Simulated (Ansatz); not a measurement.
In PBE in the plane-wave PAW code Ansatz, LaAs12Ru4 in the cubic phase (Im-3; La on 2a, As on 24g, Ru on 8c) relaxes to a = 8.600 Å. Ru has 6 nearest neighbours from 2.47 Å (octahedral). Its formation energy from the elements is -0.48 eV/atom, with no fitted shifts.

Electronic character: metallic (no gap). Gap from PBE with spin–orbit coupling: none (metallic).

The bulk modulus is 124 GPa.

The start of the workflow was typed in or built on a structure type; neither database checked (COD, Materials Project) lists it. Whether it is the stable phase at ambient conditions was not checked. The PBE relaxation kept the symmetry of its start; whether a distortion lowers the energy is not shown. No spin polarisation was allowed. The references are the lowest solids computed at this level, not always the standard phases. Scalar-relativistic: spin–orbit coupling is off unless named, which matters more the heavier the elements.

Potentials: the later of the program's two PAW sets.
